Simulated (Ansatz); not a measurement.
ZnCu:
```
ZnCu
1.0
    2.96336     0.00000     0.00000
    0.00000     2.96336     0.00000
    0.00000     0.00000     2.96336
Cu Zn
1 1
Direct
  0.00000   0.00000   0.00000
  0.50000   0.50000   0.50000
```

Relaxed with the program Ansatz at the PBE level (PAW). Indices refer to the conventional cell of Pm-3m, a = b = c = 2.963 Å, α = β = γ = 90.00°.

Problem. Simulate the powder diffraction pattern (Mo Kα, λ = 0.71073 Å; lines above 1 %) up to 2θ = 45°.

Solution. Simulated powder pattern, Mo Kα, λ = 0.71073 Å (kinematic, ideal powder, no thermal factors, no anomalous dispersion; the 30 strongest lines at most, above 1 %, up to 2θ = 45°):

```json
[
 {"2θ (°)": "19.53", "d (Å)": "2.095", "I/Imax (%)": "100", "hkl": "(110)"},
 {"2θ (°)": "27.75", "d (Å)": "1.482", "I/Imax (%)": "17", "hkl": "(200)"},
 {"2θ (°)": "34.16", "d (Å)": "1.210", "I/Imax (%)": "33", "hkl": "(211)"},
 {"2θ (°)": "39.65", "d (Å)": "1.048", "I/Imax (%)": "9.5", "hkl": "(220)"},
 {"2θ (°)": "44.57", "d (Å)": "0.937", "I/Imax (%)": "12", "hkl": "(310)"}
]
```

The cell was relaxed with PBE under the symmetry of its start; phonons on a q-mesh show no instability. The run is not spin-polarised.

Potentials: the later of the program's two PAW sets.
